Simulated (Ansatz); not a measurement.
WSe2 in space group P6_3/mmc (No. 194; W on 2d, Se on 4f), r²SCAN+D4 (plane waves, PAW; program Ansatz). The conduction-band minimum lies on the K–Γ line, 46 % of the way from K, with 6 equivalent valleys. Second derivatives d²E/dk² of the lowest band at one valley (eV·Å²), along Cartesian directions:

| direction | d²E/dk² |
|---|---|
| [100] | 13.91 |
| [010] | 15.37 |
| [001] | 16.02 |
| [110] | 15.91 |
| [101] | 14.97 |
| [011] | 15.70 |

Find the principal effective masses, the density-of-states mass and the conductivity mass.

Off-diagonal terms follow from H_xy = H[110] − (H_xx + H_yy)/2, and m*/mₑ = 7.620 eV·Å² over each eigenvalue: 0.47, 0.48, 0.58. One valley's DOS mass (m₁m₂m₃)^(1/3) = 0.51, conductivity mass 3/(Σ 1/mᵢ) = 0.50 mₑ.

What effective density of states Nc follows at 300 K for parabolic valleys?

Nc = 2.509e19 × 6 × (0.51)^(3/2) ≈ 5.5e19 cm⁻³.

With the computed static dielectric constant 11.7 (mean of the diagonal), estimate a hydrogenic donor's binding energy and radius.

E = 13.606 eV × 0.50/11.7² ≈ 50 meV; a = 0.529 Å × ε/m* ≈ 12 Å. Semilocal masses tend to be too small where the gap is.

Symmetry was held in the r²SCAN+D4 relaxation; of distortions, only those at the zone centre were tested. The run is not spin-polarised. Spin–orbit coupling is left out wherever it is not named.

Potentials: the later of the program's two PAW sets.
